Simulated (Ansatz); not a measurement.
Li (P6_3/mmc): elasticity against pressure

```yaml
crystal:
  lattice:
    - [3.05284, 0.00000, 0.00000]
    - [-1.52642, 2.64384, 0.00000]
    - [0.00000, 0.00000, 5.00300]
  atoms:
    - { symbol: Li, position: [0.33333, 0.66667, 0.25000] }
    - { symbol: Li, position: [0.66667, 0.33333, 0.75000] }
```

This is the zero-pressure cell. At each pressure cell and atoms are relaxed in this structure, and the constants are slopes of the stress at strains of ±0.005 with relaxed ions (the coefficients that govern stability under load). Level: PBEsol, PAW on Ansatz 0.2.0's default frozen-core files (fitted under PBE), scalar-relativistic; k mesh 18×18×10, strains of ±0.005, Fermi-Dirac smearing of 0.100 eV, cutoff 420 eV. P is the pressure of the relaxed cell, less that of this one.

```csv
P (GPa),V/V₀,C11 (GPa),C12 (GPa),C13 (GPa),C33 (GPa),C44 (GPa)
0.00,1.0000,22.0,12.8,6.0,29.5,4.4
1.01,0.9361,26.0,16.0,8.6,34.2,4.6
1.97,0.8883,29.6,18.9,11.0,38.3,4.8
3.96,?,?,?,?,?,?
6.97,0.7361,46.2,32.8,23.6,57.1,5.1
9.97,0.6808,55.4,40.8,30.9,67.3,5.0
14.97,0.6146,69.9,53.7,43.1,83.1,4.8
```

Problem. Does the bulk modulus from the constants agree with the pressure-volume curve?

Solution. A third-order Birch-Murnaghan fit to the volumes shown (F against f, f = [(V₀/V)^(2/3) − 1]/2) gives B₀ = 13.6 GPa and B′ = 3.5. Its −V dP/dV stands beside the Reuss value 1/ΣS_ij (i, j ≤ 3):

```
P (GPa)  from P(V)  from the constants
   0.00       13.6                13.7
   1.01       17.0                16.9
   1.97       20.0                19.9
   6.97       34.5                34.4
   9.97       42.3                42.6
  14.97       54.3                55.8
```

Problem. What are the pressure derivatives at zero pressure?

Solution. Slopes at V₀ of quadratic fits in −ln(V/V₀) through the first four rows shown, divided by B₀: dC11/dP = 4.0, dC12/dP = 3.1, dC13/dP = 2.5, dC33/dP = 4.8, dC44/dP = 0.3. The mean slopes up to 2.0 GPa are 3.8, 3.1, 2.6, 4.5, 0.2; curvature and scatter of the constants part the two.

Problem. Fill the row at 3.96 GPa.

Solution. Cubic fits in −ln(V/V₀) through all rows shown give C11 = 36.4, C12 = 24.5, C13 = 16.0, C33 = 46.1, C44 = 5.0 GPa. Computed: V/V₀ = 0.8141, C11 (GPa) = 36.5, C12 (GPa) = 24.6, C13 (GPa) = 16.1, C33 (GPa) = 46.2, C44 (GPa) = 5.0.

Problem. Does a shear stiffness soften?

Solution. C44 goes from 4.4 to 4.8 GPa, through a maximum of 5.1 near 7 GPa; (C11 − C12)/2 goes from 4.6 to 8.1 GPa. Neither ends more than 3 % under its start, and the lattice stays mechanically stable over this range.

Limits of these numbers: the structure is a database entry and needn't be the stable phase; no other phase was computed; many crystals of this kind change structure within this range, and rows or crossings beyond such a change describe a metastable lattice; frozen-core PAW files fitted under PBE, their cores solved anew for the functional of the run; responses of metals move with mesh and smearing; elastic stability says nothing of phonons or of other phases; phonons weren't checked at these pressures.
